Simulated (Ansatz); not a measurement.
# Structure optimisation: cobalt, simple cubic

Computed with DFT, r2SCAN, plane waves (500 eV) with PAW, scalar-relativistic (Ansatz). The PAW files were generated under PBE, with cores re-solved for the functional.

k-point mesh 12×12×12, Fermi-Dirac smearing 0.05 eV, starting moments 1.70, -1.70 μB. Cell and atoms relax.

Starting structure:

```yaml
crystal:
  lattice:
    - [0.00000, 2.28685, 2.28685]
    - [2.28685, 0.00000, 2.28685]
    - [2.28685, 2.28685, 0.00000]
  atoms:
    - { symbol: Co, position: [0.00000, 0.00000, 0.00000] }
    - { symbol: Co, position: [0.50000, 0.50000, 0.50000] }
```

The pressure at the start is -9.1 GPa. By how much does the volume change?

From 11.96 to 11.39 Å³ per atom, -4.8 %. The final cell has a = 2.250 Å.

How much energy does the relaxation gain?

16.9 meV per atom.

Which magnetic state does it end in?

non-magnetic.
